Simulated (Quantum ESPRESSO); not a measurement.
ZnSiGa2N4, convergence and cost over cutoff and k mesh

Simulated, not a measurement. The program is pw.x of Quantum ESPRESSO 7.5 (plane-wave density functional theory). The cell is made up: 8 atoms on a zincblende/diamond lattice, with randomly drawn elements, strain and displacements, not relaxed. PseudoDojo standard norm-conserving files (v0.5 for PBE, v0.4.1 for LDA and PBEsol) set the functional; there is no spin polarisation, spin-orbit coupling or dispersion term, and the masses in the input are unused placeholders.

Input of the run in row 4:

```
&control calculation='scf', pseudo_dir='./dojo.nc.sr.pbe.v0_5.standard.upf', outdir='./o', disk_io='medium', tprnfor=.true., tstress=.true. /
&system ibrav=0, nat=8, ntyp=4, nbnd=41, ecutwfc=84.00895049, nosym=.true., tot_charge=0,
 occupations='smearing', smearing='fd', degauss=0.0018374661
/
&electrons conv_thr=7.350e-09, electron_maxstep=60, /
ATOMIC_SPECIES
Ga 1.0 Ga.upf
N 1.0 N.upf
Si 1.0 Si.upf
Zn 1.0 Zn.upf
CELL_PARAMETERS angstrom
4.4825 0.0 0.0
0.0 4.4825 0.0
0.0 0.0 4.4825
ATOMIC_POSITIONS angstrom
Zn -0.0481 -0.0069 0.0445
Si 0.0802 2.2328 2.2132
Ga 2.1551 -0.0242 2.2576
Ga 2.293 2.2474 0.0056
N 1.182 1.0905 1.0516
N 1.1851 3.3708 3.3651
N 3.3803 1.1161 3.3725
N 3.3039 3.3345 1.2104
K_POINTS automatic
4 4 4 1 1 1
```

The same cell was run at these settings. Meshes are shifted by half a step, and differences are from the last row, which is itself not exact.

| cutoff (eV) | k mesh | k points solved | threshold (eV) | free energy less the last row's (eV) | pressure (GPa) | largest stress difference (GPa) | largest force difference (eV/Å) | iterations | wall time (s) | k-point pools | processor |
| --- | --- | --- | --- | --- | --- | --- | --- | --- | --- | --- | --- |
| 800 | 2 x 2 x 2 | 4 | 1e-04 | 3.470 | -53.96 | 54.24 | 0.100 | 8 | 23 | 1 | AMD EPYC, Zen 5 class |
| 1143 | 2 x 2 x 2 | 4 | 1e-07 | 0.248 | 0.37 | 0.12 | 0.077 | 13 | 33 | 1 | AMD EPYC, Zen 5 class |
| 779 | 4 x 4 x 4 | 32 | 1e-07 | 4.639 | -72.93 | 73.21 | 0.031 | 12 | 110 | 1 | AMD EPYC, Zen 5 class |
| 1143 | 4 x 4 x 4 | 32 | 1e-07 | 0.003 | 0.27 | 0.01 | 0.001 | 13 | 208 | 1 | AMD EPYC, Zen 5 class |
| 1437 | 6 x 6 x 6 | 108 | 1e-07 | 0.000 | 0.26 | 0.00 | 0.000 | 13 | 1562 | 1 | AMD EPYC, Zen 5 class |

Each pool is one process. Wall times include start-up and a band step at six k points, which weighs most on the coarsest meshes. The runs were on shared virtual cores whose load varied, so times are rough.